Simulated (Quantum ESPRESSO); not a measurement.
Simulation results for NbGaRe3Pd3 (simulated cell), NbRe2Sn2OsRu2 (simulated cell)

Computed with Quantum ESPRESSO 7.5. Calculation on a made-up metal alloy cell, not a measurement: no spin or spin-orbit, unrelaxed, 2900 K smearing, stress positive in tension, cell energy less fitted offsets; periodic Kohn-Sham density functional theory in plane waves with PseudoDojo standard norm-conserving scalar-relativistic pseudopotentials, each functional with its own files (v0.5 for PBE, v0.4.1 for LDA and PBEsol), eight atoms on drawn sites of a strained close-packed or body-centred lattice, each displaced and held fixed; the energy is the cell's free energy, ions and the entropy term -TS included, at the stated Fermi-Dirac width, less a fixed offset for each atom's element (shifted free energy); compositions with an open d shell lost a parallel starting moment in a cheaper test run, and other magnetic orders were not tried; an error bar is the largest change of its kind in a tighter rerun, never given below 0.002 eV, 0.02 GPa or 0.003 eV/angstrom, and covers cutoff and k-mesh only, not smearing or the files.

Common to all runs: functional pbe; fermi dirac smearing 0.25 eV; electrons removed 0; run command mpirun -np 4 pw.x -nk 4 -in in.

Notes on all entries: heavy elements are run without spin-orbit coupling, which real alloys of them have; a spin test at this wide smearing found no moment, but such smearing suppresses magnetism that the real alloy may have; lattice, volume and sites are drawn at random and may be unstable or far from any real phase; energies are for the whole cell, less offsets fitted to these runs, so they are not formation energies.

(1) NbGaRe3Pd3 (simulated cell)

```
cell vectors (Å)
   2.8885    -0.0327     0.0396
   1.4082    -2.4610    -4.6044
   1.2951     7.3198    -4.6055
atoms (fractions of the cell vectors)
Re -0.00626 -0.00355 -0.00241
Pd  0.00152  0.51435  0.49208
Re  0.25445  0.46073  0.03507
Pd  0.24972  0.97013  0.54639
Nb  0.53102  0.24236  0.74802
Pd  0.49710  0.74778  0.25072
Ga  0.74584  0.21817  0.29042
Re  0.73813  0.69437  0.79591
```

Settings of this run: lattice type hexagonal close-packed, cutoff 1116 eV, run processor AMD EPYC, older, virtual cores and k mesh 8 x 5 x 3 shifted half a step off Gamma on each axis.

It finds entropy term negative ts -1.483 eV; pressure -10.52 GPa; stress xx 11.1 GPa; stress yy 8.18 GPa; stress zz 12.27 GPa; stress yz 0.7 GPa; stress xz 1.3 GPa; stress xy -0.99 GPa; shifted free energy -0.657 eV.

Atoms:
```
atoms element  atom site  atom energy offset (eV)
           Re          1                 -2361.34
           Pd          2                 -3687.45
           Re          3                 -2361.34
           Pd          4                 -3687.45
           Nb          5                 -1694.67
           Pd          6                 -3687.45
           Ga          7                 -2081.03
           Re          8                 -2361.34
```

Forces:
```
site  x (eV/Å)  y (eV/Å)  z (eV/Å)
   1    -0.031     0.035     0.292
   2     0.016     0.731     0.159
   3    -0.065      0.11     -0.06
   4    -0.166    -0.128     0.433
   5      0.12    -0.007    -0.186
   6     0.153    -1.024     0.201
   7     0.006     0.251     0.007
   8    -0.032     0.033    -0.846
```

Notes: error bars: energy 0.0082 eV, stress 0.076 GPa, force 0.0042 eV/Å, from a tighter rerun of a related cell, whose elements or sites may differ; 22 SCF iterations, 474 s of wall time on a shared machine.

(2) NbRe2Sn2OsRu2 (simulated cell)

```
cell vectors (Å)
  -3.9562     0.0000     0.0000
   0.0000    -3.9562     3.9562
   0.0000     5.9343     1.9781
atoms (fractions of the cell vectors)
Os  0.01532 -0.01058 -0.00360
Re -0.00131  0.24167  0.49214
Nb -0.01580  0.49472 -0.00526
Re  0.00728  0.75047  0.51538
Ru  0.52404  0.13727  0.73851
Sn  0.48739  0.37312  0.24577
Ru  0.50157  0.62286  0.75088
Sn  0.49234  0.87264  0.24228
```

Here we set lattice type face-centred cubic, cutoff 1143 eV, run processor Intel Xeon, 2023 or later, virtual cores and k mesh 6 x 5 x 4 shifted half a step off Gamma on each axis.

It finds entropy term negative ts -1.452 eV; pressure 15.3 GPa; stress xx -18.14 GPa; stress yy -13.57 GPa; stress zz -14.18 GPa; stress yz 7.23 GPa; stress xz -0.54 GPa; stress xy -0.67 GPa; shifted free energy 0.29 eV.

Atoms:
```
atoms element  atom site  atom energy offset (eV)
           Os          1                 -2753.07
           Re          2                 -2361.34
           Nb          3                 -1694.67
           Re          4                 -2361.34
           Ru          5                 -2750.51
           Sn          6                 -2144.16
           Ru          7                 -2750.51
           Sn          8                 -2144.16
```

Forces:
```
site  x (eV/Å)  y (eV/Å)  z (eV/Å)
   1     0.902    -1.412    -0.496
   2    -0.024     0.806     1.244
   3     -0.81    -1.207    -1.217
   4     0.535     0.663      1.03
   5     0.705     1.136    -1.108
   6    -0.682     0.537     0.016
   7    -0.167     -1.01    -0.003
   8    -0.459     0.487     0.534
```

Notes: the tin pseudopotential is less sure than most, with forces differing by about three percent from a second method on plain tin; error bars: energy 0.0027 eV, stress 0.049 GPa, force 0.0063 eV/Å, from a tighter rerun of a related cell, whose elements or sites may differ; 15 SCF iterations, 204 s of wall time on a shared machine.

(3) NbRe2Sn2OsRu2 (simulated cell)

```
cell vectors (Å)
  -3.9562     0.0000     0.0000
   0.0000    -3.9562     3.9562
   0.0000     5.9343     1.9781
atoms (fractions of the cell vectors)
Sn  0.01532 -0.01058 -0.00360
Nb -0.00131  0.24167  0.49214
Sn -0.01580  0.49472 -0.00526
Re  0.00728  0.75047  0.51538
Ru  0.52404  0.13727  0.73851
Re  0.48739  0.37312  0.24577
Os  0.50157  0.62286  0.75088
Ru  0.49234  0.87264  0.24228
```

Settings of this run: lattice type face-centred cubic, cutoff 1143 eV, run processor Intel Xeon, 2023 or later, virtual cores and k mesh 6 x 5 x 4 shifted half a step off Gamma on each axis.

Atoms:
```
atoms element  atom site  atom energy offset (eV)
           Sn          1                 -2144.16
           Nb          2                 -1694.67
           Sn          3                 -2144.16
           Re          4                 -2361.34
           Ru          5                 -2750.51
           Re          6                 -2361.34
           Os          7                 -2753.07
           Ru          8                 -2750.51
```

Notes: the tin pseudopotential is less sure than most, with forces differing by about three percent from a second method on plain tin; error bars: energy 0.0027 eV, stress 0.049 GPa, force 0.0063 eV/Å, from a tighter rerun of a related cell, whose elements or sites may differ; 15 SCF iterations, 205 s of wall time on a shared machine.

Questions
1. Estimate the stress yz of NbRe2Sn2OsRu2 (simulated cell) (entry 3).
2. NbRe2Sn2OsRu2 (simulated cell) (entry 3): stress yy?

Answers
1. 4.48 GPa
2. -18.9 GPa

Further results for NbRe2Sn2OsRu2 (simulated cell) (entry 3):

* entropy term negative ts: -1.472 eV
* pressure: 15.54 GPa
* stress xx: -9.38 GPa
* stress zz: -18.33 GPa
* stress xz: 0.19 GPa
* stress xy: 0.18 GPa
* shifted free energy: -0.207 eV

Forces:
```
site  x (eV/Å)  y (eV/Å)  z (eV/Å)
   1     0.696    -0.901      0.22
   2    -0.154       0.2     0.083
   3    -0.776     1.082      0.73
   4     0.066    -0.889    -0.765
   5     0.929     0.759    -1.118
   6    -0.523     0.595     1.412
   7     0.208     -1.84    -0.772
   8    -0.444     0.994      0.21
```
